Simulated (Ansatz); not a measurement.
An Ansatz (a program for electronic structure) input:

Ansatz 0.2 input:
```yaml
crystal:
  lattice:
    - [4.1818255948, 0.0, 0.0]
    - [-2.0909127974, 3.6215671993, 0.0]
    - [0.0, 0.0, 9.3904909725]
  atoms:
    - { symbol: In, position: [0.0, 0.4995218452, 0.6666666667] }
    - { symbol: In, position: [0.5004781548, 0.5004781548, 0.0] }
    - { symbol: In, position: [0.4995218452, 0.0, 0.3333333333] }
    - { symbol: P, position: [0.0, 0.4997290459, 0.1666666667] }
    - { symbol: P, position: [0.5002709541, 0.5002709541, 0.5] }
    - { symbol: P, position: [0.4997290459, 0.0, 0.8333333333] }
kpoints:
  mp_grid: { grid: [8, 8, 4] }
  band_path:
    path:
      - [[0.0, 0.0, 0.0], [0.5, 0.0, 0.0], [0.3333333333, 0.3333333333, 0.0], [0.0, 0.0, 0.0], [0.0, 0.0, 0.5], [0.5, 0.0, 0.5], [0.3333333333, 0.3333333333, 0.5], [0.0, 0.0, 0.5]]  # Γ-M-K-Γ-A-L-H-A
      - [[0.5, 0.0, 0.5], [0.5, 0.0, 0.0]]  # L-M
      - [[0.3333333333, 0.3333333333, 0.5], [0.3333333333, 0.3333333333, 0.0]]  # H-K
    npoints: 8
basis: { xc_grid: 2 }
hamiltonian:
  xc: pbe
  pseudopotentials: { kind: paw }
magnetization: { noncollinear: true, spin_orbit: true }
scf:
  n_extra_bands: 12
  convergence: { dr2_threshold: 0.0000000001 }
  occupations: { method: gaussian, width: 0.05 }
output: { eigenvalues: true }
```

How many symmetry operations and irreducible k-points will the run report?

6 operations, 35 of 256 k-points.

With a cutoff of 420 eV, how many plane waves at Γ?

2749.

It took roughly 70 core-seconds on shared server cores.

Space group P6_422. The start of the workflow was typed in or built on a structure type; neither database checked (COD, Materials Project) lists it. It is not the phase usual at ambient conditions (space group No. 216). The PBE relaxation kept the symmetry of its start; whether a distortion lowers the energy is not shown. Point labels and valley counts follow the cell and symmetry of the run, lower than the named group.

Potentials: the later of the program's two PAW sets.

Ansatz is a plane-wave DFT program.
